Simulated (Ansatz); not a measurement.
**Rh (Fm-3m), generalised stacking fault**

Theory: DFT PBEsol, scalar-relativistic, plane waves, PAW (Ansatz). Settings: plane waves to 420 eV, k-mesh 25×25×5 (Γ-centred), Gaussian smearing 0.15 eV. No spin polarisation. Energies are free energies at this smearing, counted from the undisturbed cell; pressure is positive in compression.

Zero of the scan (relaxed at this level; with this scan's settings it stands at 0.1 GPa):

```
CELL_PARAMETERS angstrom
1.89000 -1.89000 0.00000
1.89000 0.00000 -1.89000
7.55999 7.55999 7.55999
ATOMIC_POSITIONS crystal
Rh 0.66667 0.66667 0.08332
Rh 0.00000 0.00000 0.91665
Rh 0.33333 0.33333 0.24998
Rh 0.66667 0.66667 0.58332
Rh 0.00000 0.00000 0.41665
Rh 0.33333 0.33333 0.74998
```

The cut lies on the cell's a–b face, a (1 1 1) plane (indices in the standard cell, whose axes needn't be the Cartesian ones shown) of area 6.19 Å², between layers 2.18 Å apart. Vector c is tilted by f times 1·a + 1·b (length 4.630 Å) with the atoms' Cartesian places fixed: one unrelaxed fault a cell. The cell is metallic on the mesh throughout.

Task: Over the sampled range (0.0000 to 0.8333), is the undisturbed cell the lowest point?

Result: Yes, every other sampled point lies higher.

The scan:

```tsv
f	γ (mJ/m²)
0.0000	0
0.0833	466
0.1667	1559
0.2500	2200
0.3333	2324
0.4167	2205
0.5000	1581
0.6667	227
0.8333	596
```

Cost: 9 runs of about 12 core-minutes in all, on Intel Xeon 6975P-C (Granite Rapids) (shared hosts).